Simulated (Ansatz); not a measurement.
AlN (wurtzite)

```xyz
8
Lattice="3.1298 0.0000 0.0000 -1.5649 2.7105 0.0000 0.0000 0.0000 10.0347" Properties=species:S:1:pos:R:3 pbc="T T T"
Al     1.5649     0.9035     0.0169
Al     1.5649     0.9035     5.0342
Al     0.0000     1.8070     2.5256
Al     0.0000     1.8070     7.5429
N      1.5649     0.9035     3.1199
N      1.5649     0.9035     8.1372
N      0.0000     1.8070     0.6113
N      0.0000     1.8070     5.6286
```

The atoms are displaced by Q × the pattern below (from a DFPT mode at A = (0.0, 0.0, 0.5), largest move 1; Q in Å), at fixed cell. It is one choice among 4 degenerate patterns. (q is in reciprocal vectors of the primitive cell; the cell shown is doubled to hold the pattern.)

```tsv
atom	x	y	z
Al1	0.000	0.449	0.000
Al2	0.000	-0.449	0.000
Al3	0.000	0.434	0.000
Al4	0.000	-0.434	0.000
N5	0.000	-0.782	0.000
N6	0.000	0.782	0.000
N7	0.000	-1.000	0.000
N8	0.000	1.000	0.000
```

All values below come from PBE (plane waves to 420 eV, PAW, scalar-relativistic; Ansatz, an electronic-structure program). k mesh 12×12×4 (Γ-centred), Fermi-Dirac smearing 0.05 eV. AlN was relaxed with its symmetry unable to fall. The PAW data are Ansatz's earlier set. 

```json
[
 {"Q (Å)": "-0.180", "−dE/dQ from forces (eV/Å)": "20.191"},
 {"Q (Å)": "-0.150", "−dE/dQ from forces (eV/Å)": "16.253"},
 {"Q (Å)": "-0.120", "−dE/dQ from forces (eV/Å)": "12.638"},
 {"Q (Å)": "-0.090", "−dE/dQ from forces (eV/Å)": "9.271"},
 {"Q (Å)": "-0.060", "−dE/dQ from forces (eV/Å)": "6.083"},
 {"Q (Å)": "-0.030", "−dE/dQ from forces (eV/Å)": "3.013"},
 {"Q (Å)": "0.000", "−dE/dQ from forces (eV/Å)": "0.000"},
 {"Q (Å)": "0.030", "−dE/dQ from forces (eV/Å)": "-3.013"},
 {"Q (Å)": "0.060", "−dE/dQ from forces (eV/Å)": "-6.083"},
 {"Q (Å)": "0.090", "−dE/dQ from forces (eV/Å)": "-9.271"},
 {"Q (Å)": "0.120", "−dE/dQ from forces (eV/Å)": "-12.638"},
 {"Q (Å)": "0.150", "−dE/dQ from forces (eV/Å)": "-16.253"},
 {"Q (Å)": "0.180", "−dE/dQ from forces (eV/Å)": "-20.191"}
]
```

### Question
What harmonic wavenumber does the curvature at Q = 0 give?

### Answer
641 cm⁻¹. E″ = 100.11 eV/Å², M = Σ mᵢ|uᵢ|² = 66.2 u, ν̃ = 521.5·√(|E″|/M).

(A displaced cell: forces are minus the slopes of the energy, force constants its curvatures, and phonons follow from these.)
